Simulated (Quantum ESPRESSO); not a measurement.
# Mg3Al3TaAg: a curve over one atom's position

Simulated, not a measurement. The program is pw.x of Quantum ESPRESSO 7.5 (plane-wave density functional theory). The cell is made up: eight metal atoms on a face-centred cubic lattice, with elements, volume, strain and displacements drawn at random and not relaxed, so it may be unstable or far from any real phase. PseudoDojo standard norm-conserving files set the functional (PBE unless stated); there is no spin polarisation or spin-orbit coupling, the Fermi-Dirac width of 0.25 eV means electrons at about 2900 K, and the masses in the input are unused placeholders. Heavy elements are run without spin-orbit coupling, which real alloys of them have. A spin test at this wide smearing found no moment, but such smearing suppresses magnetism that the real alloy may have.

Seven runs move atom 3 (Ta, counted in the order of the input) along x and keep all else fixed.

Input of the run at +0.0193:

```
&control calculation='scf', pseudo_dir='./dojo.nc.sr.pbe.v0_5.standard.upf', outdir='./o', disk_io='minimal', tprnfor=.true., tstress=.true. /
&system ibrav=0, nat=8, ntyp=4, nbnd=45, ecutwfc=84.00895049, nosym=.true., tot_charge=0,
 occupations='smearing', smearing='fd', degauss=0.0183746611
/
&electrons conv_thr=1.470e-08, electron_maxstep=70, mixing_beta=0.5 /
ATOMIC_SPECIES
Ag 1.0 Ag.upf
Al 1.0 Al.upf
Mg 1.0 Mg.upf
Ta 1.0 Ta.upf
CELL_PARAMETERS angstrom
0.0258 -0.0371 -4.1441
-4.1793 0.0138 0.0258
2.0491 8.5435 2.1333
ATOMIC_POSITIONS angstrom
Mg -0.0554 -0.1186 0.1806
Al -2.0152 2.2547 0.0218
Ta 0.006 4.2051 0.1276
Al -2.1624 6.3979 0.047
Mg -2.1407 -0.0882 -2.094
Mg -0.1137 2.0509 -1.8008
Al -2.1744 4.2271 -2.0172
Ag 0.1458 6.3871 -1.8449
K_POINTS automatic
6 6 3 1 1 1
```

| shift of atom 3 along x (Å) | free energy less that of the input shown (eV) | Fx on atom 3 (eV/Å) | Fy on atom 3 (eV/Å) | Fz on atom 3 (eV/Å) | pressure (GPa) | iterations |
| --- | --- | --- | --- | --- | --- | --- |
| -0.0774 | -0.0050 | 0.220 | 0.613 | -0.046 | -0.29 | 11 |
| -0.0569 | -0.0083 | 0.104 | 0.586 | -0.053 | -0.31 | 11 |
| -0.0254 | -0.0088 | -0.073 | 0.546 | -0.068 | -0.32 | 11 |
| +0.0193 | 0.0000 | -0.323 | 0.495 | -0.093 | -0.28 | 11 |
| +0.0319 | 0.0045 | -0.394 | 0.482 | -0.101 | -0.26 | 11 |
| +0.0403 | 0.0080 | -0.442 | 0.473 | -0.107 | -0.24 | 11 |
| +0.0646 | 0.0204 | -0.579 | 0.449 | -0.125 | -0.18 | 11 |

A cubic fit gives dFx/dx = -5.60 eV/Å² at zero shift. Across the table the energy follows minus the integral of the force to 0.2 meV. A rerun of one of the cells at a higher cutoff and on a denser mesh moved values by no more than 0.002 eV in energy, 0.04 GPa in stress and 0.012 eV/Å in force, and a second program with other atomic files agreed on that cell to 2 % rms in force and 0.5 GPa in pressure.